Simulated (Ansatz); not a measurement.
An Ansatz (a program for electronic structure) run. Input:

Ansatz 0.2 input:
```yaml
crystal:
  lattice:
    - [0.0, 3.0662917387, 3.0662917387]
    - [3.0662917387, 0.0, 3.0662917387]
    - [3.0662917387, 3.0662917387, 0.0]
  atoms:
    - { symbol: Ga, position: [0.0, 0.0, 0.0] }
    - { symbol: Sb, position: [0.25, 0.25, 0.25] }
kpoints:
  mp_grid: { grid: [7, 7, 7] }
hamiltonian:
  xc: r2scan
  pseudopotentials: { azcp: { folder: ./paw }, kind: paw }
scf:
  occupations: { method: fixed }
output:
  optics: { e_range: [0.0, 15.0], de: 0.05, sigma: 0.1, bands: { spectra_wanted_up_to: 12 eV } }
```

Output (shortened):

```
output.optics: the spectra are integrated over the Brillouin zone by k·p interpolation around the k-points, where levels, occupations, output.optics.sigma and …
Pseudopotentials: kind: paw
Pseudopotential: Ga, paw, valence charge 13
Pseudopotential: Sb, paw, valence charge 15
Functional definition: r2SCAN
Crystal: 2 atoms, lattice volume = 57.659 Å³
Basis set: ecut = 500 eV, 1459 PW (Γ), exchange–correlation on 128×128×128 points (64 copies of the dense FFT grid, shifted against one another)
Bands: 18, of which v1, the nominal top of the filled ones, is band 14 counted from 1 (13 counted from 0)
Symmetry: 24 space group operations
Space group: F-43m (ITA 216), of the structure as read, at distance tolerance 3.9e-5 Å
k-points: 20 of 343 (time reversal used)
PAW frozen core: Ga, regenerated for the run's functional
PAW frozen core: Sb, regenerated for the run's functional
Initial density: superposition of atomic densities (chi_scale 0.1, normalization cell, long waves kept (reshape's long-wave potential 0.00 eV rms))
Initial wavefunctions: pseudopotential atomic-orbital guess
Eigensolver: davidson
Functional: x = r2scan, c = r2scan; τ floored in thin density (d = 2e-4 eV/Å³)
iter 1 solved again at ethr=1.71e-3 eV; its pass at ethr=3.10e-3 eV (dr2=4.79e-1 eV) is discarded
SCF iter   1: F=—  HF=-10289.883868 eV  |F-HF|=—  |Δ(HF+E_count)|=         —  Δρ=3.66e-2  dr2=4.77e-1  dr2_τ=4.67e-3  ethr=1.71e-3  ⟨swp⟩=1.0  Hψ=2106  notcnv=0  defer=27
all-band conjugate gradients solve this SCF's bands
preconditioner: auto → none
SCF iter   2: F=—  HF=-10289.911606 eV  |F-HF|=—  |Δ(HF+E_count)|=   2.77e-2  Δρ=1.69e-2  dr2=8.66e-2  dr2_τ=8.80e-4  ethr=1.70e-3  ⟨swp⟩=2.8  Hψ=551  notcnv=0  defer=30
SCF iter   3: F=—  HF=-10289.938810 eV  |F-HF|=—  |Δ(HF+E_count)|=   2.72e-2  Δρ=7.27e-3  dr2=2.37e-2  dr2_τ=1.49e-4  ethr=3.09e-4  ⟨swp⟩=2.1  Hψ=607  notcnv=0  defer=34
SCF iter   4: F=—  HF=-10289.928285 eV  |F-HF|=—  |Δ(HF+E_count)|=   1.05e-2  Δρ=7.22e-4  dr2=1.45e-4  dr2_τ=5.36e-6  ethr=8.47e-5  ⟨swp⟩=2.9  Hψ=652  notcnv=0  defer=35
SCF iter   5: F=—  HF=-10289.928350 eV  |F-HF|=—  |Δ(HF+E_count)|=   6.46e-5  Δρ=3.43e-4  dr2=2.39e-5  dr2_τ=5.16e-7  ethr=5.18e-7  ⟨swp⟩=2.0  Hψ=673  notcnv=0  defer=35
SCF iter   6: F=—  HF=-10289.928362 eV  |F-HF|=—  |Δ(HF+E_count)|=   1.18e-5  Δρ=3.78e-5  dr2=5.59e-7  dr2_τ=9.67e-9  ethr=8.54e-8  ⟨swp⟩=2.0  Hψ=640  notcnv=0  defer=27
SCF iter   7: F=—  HF=-10289.928358 eV  |F-HF|=—  |Δ(HF+E_count)|=   4.11e-6  Δρ=1.11e-5  dr2=3.79e-8  dr2_τ=7.13e-10  ethr=2.00e-9  ⟨swp⟩=2.0  Hψ=640  notcnv=0  defer=5
SCF iter   8: F=—  HF=-10289.928358 eV  |F-HF|=—  |Δ(HF+E_count)|=   3.32e-8  Δρ=2.00e-6  dr2=2.51e-9  dr2_τ=3.81e-11  ethr=1.35e-10  ⟨swp⟩=2.0  Hψ=640  notcnv=0  defer=5
SCF iter  10: F=-10289.928358 eV  HF=-10289.928358 eV  |F-HF|=1.82e-12  |Δ(HF+E_count)|=  3.09e-11  Δρ=2.14e-8  dr2=3.99e-13  dr2_τ=5.33e-15  ethr=1.00e-12  ⟨swp⟩=5.8  Hψ=1458  notcnv=0
SCF 1 converged in 10 iterations: F = -10289.928358 eV  dr2 = 3.99e-13
NSCF: frozen V_eff on 20 k-points
Optics k sum: 0 of 20 k-points
Optics k sum: 1 of 20 k-points
Optics k sum: 2 of 20 k-points
Optics k sum: 3 of 20 k-points
Optics k sum: 4 of 20 k-points
Optics k sum: 5 of 20 k-points
Optics k sum: 6 of 20 k-points
Optics k sum: 7 of 20 k-points
Optics k sum: 8 of 20 k-points
Optics k sum: 9 of 20 k-points
Optics k sum: 10 of 20 k-points
Optics k sum: 11 of 20 k-points
Optics k sum: 12 of 20 k-points
Optics k sum: 13 of 20 k-points
Optics k sum: 14 of 20 k-points
Optics k sum: 15 of 20 k-points
Optics k sum: 16 of 20 k-points
Optics k sum: 17 of 20 k-points
Optics k sum: 18 of 20 k-points
Optics k sum: 19 of 20 k-points
Optics k sum: 20 of 20 k-points
Optics k sum: 0 of 20 k-points
Optics k sum: 1 of 20 k-points
Optics k sum: 2 of 20 k-points
Optics k sum: 3 of 20 k-points
Optics k sum: 4 of 20 k-points
Optics k sum: 5 of 20 k-points
Optics k sum: 6 of 20 k-points
Optics k sum: 7 of 20 k-points
Optics k sum: 8 of 20 k-points
Optics k sum: 9 of 20 k-points
Optics k sum: 10 of 20 k-points
Optics k sum: 11 of 20 k-points
Optics k sum: 12 of 20 k-points
Optics k sum: 13 of 20 k-points
Optics k sum: 14 of 20 k-points
Optics k sum: 15 of 20 k-points
Optics k sum: 16 of 20 k-points
Optics k sum: 17 of 20 k-points
Optics k sum: 18 of 20 k-points
Optics k sum: 19 of 20 k-points
Optics k sum: 20 of 20 k-points
NSCF: frozen V_eff on 1 k-points
NSCF: frozen V_eff on 1 k-points
NSCF: frozen V_eff on 1 k-points
NSCF: frozen V_eff on 1 k-points
output.optics: what the bands over the 30 summed would add to eps1, eps2 and the energy-loss function is held between a lower and an upper bound (8 Lanczos …
SCF converged after 10 iterations
Free energy (F): -10289.928358 eV
Harris-Foulkes:  -10289.928358 eV  (|F-HF|=1.82e-12)
Internal energy: -10289.928358 eV  (E = F + TS)
E sigma→0 (E₀):  -10289.928358 eV
Fermi energy:    7.541891 eV
--- Per-component energies (eV) ---
  E_band       = -278.473116
  E_kinetic    = 273.445082
  E_local      = -3391.181238  (includes V_loc(G=0)·N_el)
  E_nonlocal   = 299.557498
  E_hartree    = 1737.984338
  E_xc         = -147.057921
  E_vxc        = -151.402487  (∫ρ·V_xc dr)
  E_paw        = -6574.540664  (= ΣΔE_a)
  E_vpaw       = -793.484064  (= ΣTr[D̂ρ^β])
  E_aug_tail   = 0.000075  (compensation charges beyond the density's cutoff)
  E_vtau       = 8.623347  (kinetic-family band-sum trace: ∫τ·v_τ [+ j·A + Jᵃ·Aᵃ] dr)
  E_ewald      = -2487.988519
  E_core_change = -0.147008  (= ΣΔE_core)
  E_smearing   =  0.000000  (= −TS)
  E_closure    = 0.000000  (closes the sum)
  Σ components = -10289.928358   (vs F -10289.928358, Δ=0.00e0)
  [band-id]    e_kinetic+e_local+e_nonlocal+2·e_hartree+e_vxc+e_vpaw+e_augmentation_tail+e_vtau = -278.473111   (vs E_band -278.473116, Δ=5.26e-6)
--- Band table (eV; the first three rows and the last of 20) ---
  k-point 0: bands = ["-21.9400", "-21.9400", "-21.9400", "-21.9156", "-21.9156", "-7.9126", "-7.9126", "-7.9126", "-7.8575", "-7.8575", "-4.3324", "7.5419", "7.5419", "7.5419", "7.9587", "10.5380", "10.5380", "10.5380"]
  k-point 1: bands = ["-21.9399", "-21.9394", "-21.9394", "-21.9155", "-21.9155", "-7.9184", "-7.9100", "-7.9100", "-7.8578", "-7.8578", "-4.1141", "5.2679", "7.2166", "7.2166", "8.8598", "10.9855", "10.9855", "11.5029"]
  k-point 2: bands = ["-21.9396", "-21.9381", "-21.9381", "-21.9151", "-21.9151", "-7.9311", "-7.9046", "-7.9046", "-7.8581", "-7.8581", "-3.5066", "2.9187", "6.6967", "6.6967", "8.5335", "11.5301", "11.5301", "13.7551"]
  k-point 19: bands = ["-21.9397", "-21.9369", "-21.9337", "-21.9160", "-21.9135", "-7.9541", "-7.8927", "-7.8885", "-7.8637", "-7.8579", "-1.8159", "0.7767", "3.8780", "4.8210", "10.4388", "12.3745", "13.0254", "13.2755"]
  band table: 18 of 18 bands, residual norms ≤ 1.0e-3 eV
```

Cost: around 25 core-seconds (rough) on shared cores.

The r²SCAN relaxation kept the symmetry of its start; of distortions, only those at the zone centre were tested. Scalar-relativistic: spin–orbit coupling is off unless named, which matters more the heavier the elements.

Potentials: the earlier of the program's two PAW sets.

Ansatz is a plane-wave DFT program.
